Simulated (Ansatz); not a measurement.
Problem. Each is relaxed and computed with plane-wave PAW r²SCAN (Ansatz code). Which is the only one with a gap?
(A) NbSi, rock salt
(B) SiW, rock salt
(C) PbS, rock salt
(D) CeSb, rock salt

Solution. C, PbS, rock salt. PbS: gap 0.69 eV; NbSi: metal; CeSb: metal; SiW: metal. The 4f shell is in the valence, and the state reached may lie above the lowest one. Spin orders computed, not proven ground states: CeSb, rock salt ferromagnetic. Constructed cells (a structure type filled with these elements, in neither database checked): NbSi, rock salt; SiW, rock salt. Standing as an ambient phase not checked: CeSb, rock salt. All cells were relaxed under the symmetry of their starts (and spin orders); stability against distortions was not tested throughout. Rows with no word on spin ran without spin polarisation. No Hubbard U is applied. Scalar-relativistic: spin–orbit coupling is off unless named, which matters more the heavier the elements.

Potentials: the later of the program's two PAW sets.
